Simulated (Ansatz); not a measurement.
Problem. Each is relaxed and computed with plane-wave PAW r²SCAN (Ansatz code). Which is the only one with a gap?
(A) NiSO4, Cmcm (Ni on 4a, S on 4c, O on 8g, O on 8f)
(B) Ni5Ge3, C2/c (Pearson symbol mS32)
(C) LaNiGe2, Cmcm (La on 4c, Ni on 4c, Ge on 4c, Ge on 4c)
(D) MgNi2P, Pnma (Mg on 4c, Ni on 8d, P on 4c)

Solution. A, NiSO4, Cmcm (Ni on 4a, S on 4c, O on 8g, O on 8f). NiSO4: gap 2.74 eV (indirect); LaNiGe2: metal; Ni5Ge3: metal; MgNi2P: metal. Spin orders computed, not proven ground states: NiSO4, Cmcm (Ni on 4a, S on 4c, O on 8g, O on 8f) antiferromagnetic. Standing as an ambient phase not checked: NiSO4, Cmcm (Ni on 4a, S on 4c, O on 8g, O on 8f); LaNiGe2, Cmcm (La on 4c, Ni on 4c, Ge on 4c, Ge on 4c); Ni5Ge3, C2/c (Pearson symbol mS32); MgNi2P, Pnma (Mg on 4c, Ni on 8d, P on 4c). All cells were relaxed under the symmetry of their starts (and spin orders); stability against distortions was not tested throughout. Cells of antiferromagnets are given as chemical subcells. Rows with no word on spin ran without spin polarisation. No Hubbard U is applied. Scalar-relativistic: spin–orbit coupling is off unless named, which matters more the heavier the elements.

Potentials: the later of the program's two PAW sets.
